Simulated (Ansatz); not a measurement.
Zone-centre modes in Cs2NaSbF6

Computed with DFT PBEsol, scalar-relativistic, plane waves, PAW in Ansatz. Cutoff 420 eV, Γ-centred 4×4×4 k-points, Gaussian smearing of 0.05 eV. No spin polarisation.

The starting cell (relaxed at this level; it needn't be the usual structure):

```
CELL_PARAMETERS angstrom
0.00000 4.53500 4.53500
4.53500 0.00000 4.53500
4.53500 4.53500 0.00000
ATOMIC_POSITIONS crystal
Cs 0.75000 0.75000 0.75000
Cs 0.25000 0.25000 0.25000
Na 0.50000 0.50000 0.50000
Sb 0.00000 0.00000 0.00000
F 0.75703 0.24297 0.24297
F 0.24297 0.24297 0.75703
F 0.24297 0.75703 0.75703
F 0.24297 0.75703 0.24297
F 0.75703 0.24297 0.75703
F 0.75703 0.75703 0.24297
```

Harmonic modes by finite displacements of 0.02 Å, without the LO–TO term.

At this geometry, is the structure stable against these modes?

Yes: no mode is imaginary beyond 10 cm⁻¹, and only the three translations lie near zero.

List the wavenumbers in cm⁻¹.

0, 0, 0, 60, 60, 60, 62, 62, 62, 75, 75, 75, 105, 105, 105, 110, 110, 110, 163, 163, 163, 186, 186, 186, 264, 264, 264, 313, 313, 440.

Cost: 1 run of about 1.3 core-minutes, on Arm Neoverse V1 (shared hosts).